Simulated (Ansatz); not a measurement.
Data:

Ti₃C₂O₂:
```yaml
crystal:
  lattice:
    - [3.00543, 0.00000, 0.00000]
    - [-1.50271, 2.60278, 0.00000]
    - [0.00000, 0.00000, 10.66487]
  atoms:
    - { symbol: O, position: [0.00000, 0.00000, 0.67616] }
    - { symbol: Ti, position: [0.33333, 0.66667, 0.76080] }
    - { symbol: C, position: [0.66667, 0.33333, 0.88312] }
    - { symbol: Ti, position: [0.00000, 0.00000, 0.00000] }
    - { symbol: C, position: [0.33333, 0.66667, 0.11688] }
    - { symbol: Ti, position: [0.66667, 0.33333, 0.23920] }
    - { symbol: O, position: [0.00000, 0.00000, 0.32384] }
```

This is the PBEsol-relaxed structure. Tensor components refer to the Cartesian frame of this cell.

Question: All from PBEsol (plane waves, PAW; program Ansatz), unless another level is named. Predict the highest zone-centre frequency.

Answer: 752 cm⁻¹.

Question: Predict the elastic constants (relaxed ions, GPa).

Answer: C11 = 371, C12 = 99.5, C13 = 0.5, C14 = 0.2, C33 = 3.0, C44 = -1.0.

Space group P-3m1. The start of the workflow was typed in or built on a structure type; neither database checked (COD, Materials Project) lists it. Whether it is the stable phase at ambient conditions was not checked. The cell was relaxed with PBEsol under the symmetry of its start; of distortions, only those at the zone centre were tested. The workflow began spin-polarised and lost its moments. A crystal of weakly bound layers computed without a dispersion correction: the cell and the soft elastic constants depend strongly on that. The compound may be a true metal, but semilocal functionals without U, or a wrong spin order, can also close a gap. As this level gives no gap, shear constants depend on the k-mesh and smearing (Fermi–Dirac, 0.1 eV here). As this level gives no gap, phonon frequencies hold no LO–TO term and depend on the k-mesh and smearing (Fermi–Dirac, 0.1 eV here).

Potentials: the later of the program's two PAW sets.
